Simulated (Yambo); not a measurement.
Yambo run on BaTiO$_{3}$ (space group P4mm, No. 99). The wavefunctions come from this Quantum ESPRESSO step (PBEsol, PseudoDojo standard norm-conserving files, scalar-relativistic):

```
&CONTROL
  calculation = 'nscf'
  pseudo_dir = './pseudo'
  outdir = './out'
/
&SYSTEM
  ibrav = 0
  nat = 5
  ntyp = 3
  ecutwfc = 84.0
  ecutrho = 336.0
  occupations = 'fixed'
  force_symmorphic = .true.
  nbnd = 129
/
&ELECTRONS
  conv_thr = 5e-09
  diago_full_acc = .true.
  diago_thr_init = 1e-08
/
ATOMIC_SPECIES
O 15.9990 O.upf
Ti 47.8670 Ti.upf
Ba 137.3270 Ba.upf
CELL_PARAMETERS angstrom
  3.990380000000   0.000000000000   0.000000000000
  0.000000000000   3.990380000000   0.000000000000
  0.000000000000   0.000000000000   4.102660000000
ATOMIC_POSITIONS crystal
O   0.000000000000   0.500000000000   0.064220000000
O   0.500000000000   0.000000000000   0.064220000000
O   0.000000000000   0.000000000000   0.548970000000
Ti   0.000000000000   0.000000000000   0.100040000000
Ba   0.500000000000   0.500000000000   0.582540000000
K_POINTS automatic
4 4 4 0 0 0
```

Yambo input:

```
rim_cut
gw0
dyson
el_el_corr
HF_and_locXC
ppa
em1d
RandQpts= 1000000
RandGvec= 1 Ry
EXXRLvcs= 84 Ry
VXCRLvcs= 336 Ry
Chimod= "HARTREE"
% BndsRnXp
 2 | 127 |
%
NGsBlkXp= 8 Ry
% LongDrXp
 1.0 | 1.0 | 1.0 |
%
PPAPntXp= 27.2114 eV
% GbndRnge
 1 | 127 |
%
GTermKind= "BG"
DysSolver= "n"
ExtendOut
% QPkrange
 1 | 1 | 20 | 21 |
 18 | 18 | 20 | 21 |
%
```

k points by index: 1 = Γ, 18 = A.

Resulting energies as the program prints them:

```
#    K-point    Band    Eo [eV]    E [eV]    E-Eo [eV]    Vxc [eV]    Vnlxc [eV]    Sc|Eo [eV]    Sc|E [eV]    dSc/dw|Eo [eV]    Re(Z)    Im(Z)
#
    1    20    -0.434664    -0.771625    -0.336962    -19.70727    -24.30459    4.159877    4.260365    -8.112121    0.770345    -0.001346
    1    21    1.809436    3.035935    1.226499    -18.74413    -11.42538    -5.745224    -6.092249    -7.698195    0.779479    -0.001432
    18    20    0.000000    -0.320949    -0.320949    -19.74405    -24.84959    4.685742    4.784593    -8.377661    0.764598    -0.001374
    18    21    4.151309    5.557931    1.406622    -21.57174    -13.17624    -6.486792    -6.988883    -9.707433    0.737024    -0.005186
```
(The two width columns are left out.) Convergence of these settings isn't established.

Geometry of the Materials Project entry, not relaxed at this level.
